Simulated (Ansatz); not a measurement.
CdIn$_{2}$Se$_{4}$:
```
CdIn2Se4
1.0
    5.78042     0.00000     0.00000
    0.00000     5.78042     0.00000
    0.00000     0.00000     5.91305
Cd In Se
1 2 4
Direct
  0.00000   0.00000   0.00000
  0.50000   0.00000   0.50000
  0.00000   0.50000   0.50000
  0.72334   0.27666   0.77125
  0.27666   0.27666   0.22875
  0.27666   0.72334   0.77125
  0.72334   0.72334   0.22875
```

Cartesian axes are those of the cell as given.

Question: Give the proper piezoelectric stress tensor with relaxed ions from plane-wave PAW PBEsol (Ansatz code).

Answer: In C/m², rows x, y, z, Voigt columns; mesh uncertainty up to 0.00.
```
0.00  0.00  0.00  0.23  0.00  0.00
0.00  0.00  0.00  0.00  0.23  0.00
0.00  0.00  0.00  0.00  0.00  0.23
```

The elastic tensor of the same run (GPa):

```
47.4  31.9  24.2   0.0   0.0   0.0
31.9  47.4  24.2   0.0   0.0   0.0
24.2  24.2  41.9   0.0   0.0   0.0
 0.0   0.0   0.0  21.5   0.0   0.0
 0.0   0.0   0.0   0.0  21.5   0.0
 0.0   0.0   0.0   0.0   0.0  28.8
```

Question: Convert to strain constants d = e·S.

Answer: In pC/N:
```
 0.0   0.0   0.0  10.8   0.0   0.0
 0.0   0.0   0.0   0.0  10.8   0.0
 0.0   0.0   0.0   0.0   0.0   7.9
```

Space group P-42m. The workflow started from a Materials Project entry (that database holds measured and hypothetical structures alike); the Crystallography Open Database copy checked does not list it. With Cd and In taken as one species the cell has the higher symmetry P-43m, so it may be an ordered model of a mixed-site phase. Whether it is the stable phase at ambient conditions was not checked. Symmetry was held in the PBEsol relaxation; whether a distortion lowers the energy is not shown.

Potentials: the later of the program's two PAW sets.
